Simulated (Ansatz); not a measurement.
# KSi$_{6}$ in Ansatz, relaxation

input.yaml:

```yaml
crystal:
  lattice:
    - [5.114121, 0.0, 0.0]
    - [0.0, 5.114121, 0.0]
    - [0.0, 0.0, 5.114121]
  atoms:
    - { symbol: Si, position: [0.197, 0.5, 0.5] }
    - { symbol: Si, position: [0.5, 0.197, 0.5] }
    - { symbol: Si, position: [0.803, 0.5, 0.5] }
    - { symbol: Si, position: [0.5, 0.803, 0.5] }
    - { symbol: Si, position: [0.5, 0.5, 0.197] }
    - { symbol: Si, position: [0.5, 0.5, 0.803] }
    - { symbol: K, position: [0.0, 0.0, 0.0] }
  symmetry: { tolerance: 0.0003 }
kpoints:
  mp_grid: { grid: [7, 7, 7], shift: [0, 0, 0] }
magnetization:
  spin_polarized: false
scf:
  occupations: { method: fermi_dirac }
  lower_state_search: "off"
hamiltonian:
  pseudopotentials: { kind: paw }
  xc: pbesol
basis:
  ecutwfc: 420
  fft_grid_basis: typed
relax:
  max_steps: 80
  cell: { p_target: 0.0 }
output:
  forces: true
  stress: true
  eigenvalues: true
  bader: true
  populations: true
  elf: true
  write_potential: true
  volumetric_format: npy
  dos:
    e_range: [-12, 8]
    de: 0.05
    projected: { site_lists: { K: [K], Si: [Si] } }
checkpoint:
  read: saved_state
```

Run with:

```bash
ansatz run input.yaml --threads 2 --pin off --max-ram 3584MiB --backend cpu --events-out ev --progress --plain --runs-dir out
```

Origin of the cell: a known structure type with other elements, at an estimated volume, so it need not be a known compound.

The smearing width isn't typed, so it takes its default of 0.1 eV.

The saved state is a converged single point of the same cell.

Steps («new basis» is an SCF on plane waves selected anew at the same cell):

```tsv
step	ΔF (meV/atom)	max force component (eV/Å)	P (GPa)	volume (Å³)	SCF iterations	step was
1	0.0	1.393	33.58	133.76	7	accepted
2	-406.8	1.572	17.15	153.76	7	accepted
3	-633.1	0.289	5.73	176.24	7	accepted
4	-676.8	0.121	1.47	190.79	7	accepted
5	-681.3	0.025	0.07	197.72	6	accepted
6	-681.3	0.001	0.00	198.26	4	accepted
7	-690.7	0.013	0.30	198.26	7	new basis
8	-690.9	0.005	0.02	200.24	5	accepted
9	-691.0	0.005	0.02	200.24	6	new basis
```

The starting structure.

Space group Pm-3m (No. 221); the run's cell has a = 5.114 Å, b = 5.114 Å, c = 5.114 Å, α = 90.00°, β = 90.00°, γ = 90.00°. Shortest distances: Si–Si 2.01 Å.

After:

Space group Pm-3m (No. 221); the run's cell has a = 5.850 Å, b = 5.850 Å, c = 5.850 Å, α = 90.00°, β = 90.00°, γ = 90.00°. Shortest distances: Si–Si 2.33 Å.

```xyz
7
Lattice="5.8503 0.0000 0.0000 0.0000 5.8503 0.0000 0.0000 0.0000 5.8503" Properties=species:S:1:pos:R:3 pbc="T T T"
Si    1.1670    2.9252    2.9252
Si    2.9252    1.1670    2.9252
Si    4.6833    2.9252    2.9252
Si    2.9252    4.6833    2.9252
Si    2.9252    2.9252    1.1670
Si    2.9252    2.9252    4.6833
K     0.0000    0.0000    0.0000
```

- Free energy lowered by: 691.0 meV/atom
- Volume change: 49.70 %
- Final pressure: 0.02 GPa
- Relaxation steps listed: 9
- Formation energy (elements under the same functional, gases as molecules, uncorrected): 0.612 eV/atom

Caveats: no moments, though an odd count or open d shells may carry them; the relaxation held the start's symmetry, so the end may be a saddle point.

Time: 44 s on 2 threads of Arm Neoverse V1 (shared host), peak memory 0.46 GiB, from a saved density.
